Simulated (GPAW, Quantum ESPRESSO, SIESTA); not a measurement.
## HPbNO4: band gap by level of theory

```cif
data_structure
_symmetry_space_group_name_H-M 'P 1'
_symmetry_Int_Tables_number 1
_cell_length_a 4.2041
_cell_length_b 4.3393
_cell_length_c 6.7291
_cell_angle_alpha 71.947
_cell_angle_beta 72.291
_cell_angle_gamma 62.231
_cell_volume 101.39
loop_
_atom_site_label
_atom_site_type_symbol
_atom_site_fract_x
_atom_site_fract_y
_atom_site_fract_z
_atom_site_occupancy
H1 H 0.89145 0.68202 0.62796 1
Pb1 Pb 0.14426 0.92872 0.88352 1
N1 N 0.25670 0.28861 0.30171 1
O1 O 0.83108 0.65056 0.78405 1
O2 O 0.38694 0.22380 0.11295 1
O3 O 0.31104 0.03576 0.45856 1
O4 O 0.07726 0.60633 0.32275 1
```

The cell comes from a database or a generator and needn't be the stable form of this composition.

```tsv
rung	level	program and potentials	cutoff (eV)	k mesh	spin	core time	chip	band gap (eV)	notes
GGA	PBE	Quantum ESPRESSO, PseudoDojo 0.4.1 SR PBE standard	1143	4 × 4 × 3	off	4.9 min	Intel Xeon 6975P-C Granite Rapids	2.95	-
GGA	PBE	SIESTA, files PseudoDojo fr-pbe-0.4-standard, DZP (energy shift 0.003 Ry; two zetas on semicore shells)	-	7 × 7 × 5	non-collinear, zero start, SOC	5.1 min	Intel Xeon 6975P-C Granite Rapids	2.65	atomic basis
GGA	AM05	Quantum ESPRESSO, SG15 PBE 1.2	1197	4 × 4 × 3	off	7.4 min	Intel Xeon Platinum 8375C Ice Lake	2.96	potentials made for PBE
GGA	PBE	Quantum ESPRESSO, SG15 PBE 1.2	1197	4 × 4 × 3	off	9.9 min	Intel Xeon Platinum 8259CL Skylake/Cascade Lake	2.95	-
GGA	PBEsol	Quantum ESPRESSO, SG15 PBE 1.2	1197	4 × 4 × 3	off	10 min	Intel Xeon Platinum 8259CL Skylake/Cascade Lake	2.94	potentials made for PBE
LDA	LDA	Quantum ESPRESSO, SG15 PBE 1.2	1197	4 × 4 × 3	off	10 min	Intel Xeon Platinum 8259CL Skylake/Cascade Lake	2.91	potentials made for PBE
meta-GGA	r2SCAN	GPAW, GPAW PAW data sets (gpaw-data 1.2.1)	800	5 × 5 × 3	off	23 min	AMD EPYC 7R43 Zen 3	3.20	potentials made for PBE
GGA	PBE	Quantum ESPRESSO, PseudoDojo 0.4 FR PBE standard	1143	4 × 4 × 3	SOC, no magnetisation	23 min	Intel Xeon 6975P-C Granite Rapids	(a)	-
```

Times are single runs on shared hosts and different chips, so they are rough; meshes, cutoffs and the tasks' sizes weigh on the time. Task: band structure. Gaps are the least found on the k mesh or the band path, and a mesh can miss the band edges. Meshes differ between rows, which moves values too. All levels ran on this one cell, unrelaxed unless noted. Meshes are those of the run's cell of 7 atoms unless a note names another. Runs on faulty files, with rough fits or with known faults for this quantity aren't shown.

Problem. Estimate the value left out from the other rows.

Solution. (a) 2.78 eV.
